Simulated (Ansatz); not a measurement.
Consider the following.

BP:
```cif
data_BP
_chemical_formula_sum 'B1 P1'
_space_group_name_H-M_alt 'P 1'
_space_group_IT_number 1
_cell_length_a 3.19864
_cell_length_b 3.19864
_cell_length_c 3.19864
_cell_angle_alpha 60.000
_cell_angle_beta 60.000
_cell_angle_gamma 60.000
loop_
_space_group_symop_operation_xyz
  'x, y, z'
loop_
_atom_site_label
_atom_site_type_symbol
_atom_site_fract_x
_atom_site_fract_y
_atom_site_fract_z
_atom_site_occupancy
B1 B 0.00000 0.00000 0.00000 1
P1 P 0.75000 0.75000 0.75000 1
```

This is the HSE06-relaxed structure.

### Question
All from DFT-HSE06 in the program Ansatz with PAW potentials, unless another level is named. Estimate the band gap.

### Answer
1.95 eV (indirect).

### Question
Give the smallest direct gap on the standard path.

### Answer
4.35 eV.

### Question
Give the valence-band maximum.

### Answer
at Γ.

### Question
Give the conduction-band minimum.

### Answer
on the Γ–X line, 83 % of the way from Γ (6 equivalent valleys).

Space group F-43m (zinc blende). The cell was relaxed with HSE06 under the symmetry of its start. The hybrid was solved on a coarse mesh, the path and, where they were found, the r²SCAN edge points; its band edges are the extreme levels among these.

Potentials: the earlier of the program's two PAW sets.
